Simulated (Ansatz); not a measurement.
SiO2:
```
CELL_PARAMETERS angstrom
      6.80324     3.92785     4.94132
     -6.80324     3.92785     4.94132
      0.00000    -7.85571     4.94132
ATOMIC_POSITIONS crystal
  Si 0.33309 0.10464 0.87575
  Si 0.66691 0.89536 0.12425
  Si 0.87575 0.33309 0.10464
  Si 0.12425 0.66691 0.89536
  Si 0.10464 0.87575 0.33309
  Si 0.89536 0.12425 0.66691
  Si 0.12425 0.89536 0.66691
  Si 0.87575 0.10464 0.33309
  Si 0.89536 0.66691 0.12425
  Si 0.10464 0.33309 0.87575
  Si 0.66691 0.12425 0.89536
  Si 0.33309 0.87575 0.10464
  O  0.26211 0.00000 0.73789
  O  0.73789 0.00000 0.26211
  O  0.73789 0.26211 0.00000
  O  0.26211 0.73789 0.00000
  O  0.00000 0.73789 0.26211
  O  0.00000 0.26211 0.73789
  O  0.67913 0.97767 0.97767
  O  0.32087 0.02233 0.02233
  O  0.97767 0.67913 0.97767
  O  0.02233 0.32087 0.02233
  O  0.97767 0.97767 0.67913
  O  0.02233 0.02233 0.32087
  O  0.25032 0.89105 0.25032
  O  0.74968 0.10895 0.74968
  O  0.25032 0.25032 0.89105
  O  0.74968 0.74968 0.10895
  O  0.89105 0.25032 0.25032
  O  0.10895 0.74968 0.74968
  O  0.50000 0.85191 0.14809
  O  0.50000 0.14809 0.85191
  O  0.14809 0.50000 0.85191
  O  0.85191 0.50000 0.14809
  O  0.85191 0.14809 0.50000
  O  0.14809 0.85191 0.50000
```

Relaxed with r²SCAN.

Question: Map the valence electron density (e/Å³), cut off at 0.3 on the plane through (0.876, 0.333, 0.105) spanned by u = [1, -1, 0] and v = [1, 1, 1] in lattice vectors, from the program Ansatz at the r²SCAN level (PAW).

Answer: x is the fraction of u, y of v (the angle between them is 90°; rows are the nearest grid lines); atoms in the plane: Si at (0.00, 0.00), Si at (0.46, 0.79), Si at (0.00, 0.79), Si at (0.46, 0.00), O at (0.97, 0.90), O at (0.49, 0.90), O at (0.58, 0.40), O at (0.88, 0.40).
```
|3598520000000147963499941000000013899953|
|9963100000000012599995100000000000149999|
|9962000000000001499999300000000000289999|
|9961000000000001499999300000000000299999|
|9864210000000124679994100000000000137999|
|4599521000000148974799993000000027999994|
|7686410000000135876999997111111149999997|
|3111000000000001112699997324543259999983|
|0000000000000000000034542222222223453210|
|0000000000000000000013797310001269841000|
|0000000000000000000026999510001499972000|
|0000000000000000000013797310001269841000|
|0000000000000000000013664211001246642000|
|0000000000000000000099999931112799999510|
|0000000000000000000199999931112999999810|
|0000000000000000000089999621112599999300|
|0000000000000000000012343210001134421000|
|0000000000000000000015999410001389962000|
|0000000000000000000026999520001499983000|
|0000000000000000000012454211001245431000|
|0000000000000000000189973223432235999520|
|5322100000000012234999999223432269999995|
|8665310000000124666999998211111159999998|
|3598520000000147963499941000000013899953|
```
Scale: ten equal steps from 0.000 (start of '0') to 0.300 (end of '9'), in the order '0123456789'; x runs from 0.000 to 1.00, y from 0.000 (bottom) to 1.00 (top).

The density is the valence pseudo-density with augmentation charge, so density and ELF within about 1 Å of a nucleus are not all-electron values.

Space group R-3m. The first step of the workflow began from a Materials Project structure, measured or hypothetical; the Crystallography Open Database copy checked does not list it. It is not the phase usual at ambient conditions (space group No. 92, 152, 154). Symmetry was held in the r²SCAN relaxation; whether a distortion lowers the energy is not shown.

Potentials: the earlier of the program's two PAW sets.
